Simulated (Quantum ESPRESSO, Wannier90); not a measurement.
**MgS (rock salt), plane waves to Wannier functions**

Structure: Materials Project mp-1315, symmetrised, not relaxed again. COD (Crystallography Open Database) has an entry of this formula and space group (matched by these alone). Method: LDA plane waves in Quantum ESPRESSO 7.5 (PseudoDojo norm-conserving files, 68 Ry, no spin polarisation, no spin-orbit coupling), Bloch states on a 10×10×10 mesh through Γ, Wannier90 4.0.1. Density: 10×10×10 mesh, cold smearing 0.01 Ry.

The plane-wave run has 19 bands and 16 electrons a cell. On the energy scale of pw.x, whose zero is arbitrary, the valence-band maximum lies at 6.13 eV.

Input w.win, without the blocks of cell, atoms and k-points (1000 lines):

```
num_bands = 15
num_wann = 8
exclude_bands = 1-4
num_iter = 800
conv_tol = 1.0e-6
conv_window = 4
dis_num_iter = 1000
dis_conv_tol = 1.0e-6
dis_froz_max = 10.18
write_hr = true
write_u_matrices = true
begin projections
Mg: s;p
end projections
mp_grid = 10 10 10
```

Check the input against the numbers above: what is wrong, and how is it mended?

wannier90.x -pp stops with:
```
w90_readwrite_get_projections: too few projection functions defined
```
The projections block defines fewer trial orbitals than num_wann. Mended as below, all else unchanged, the run goes through (Ω_I = 10.6 Å²) and follows the plane-wave bands to 3.1 meV rms (states up to 3.6 eV relative to the valence-band maximum).
```
S: s;p
```
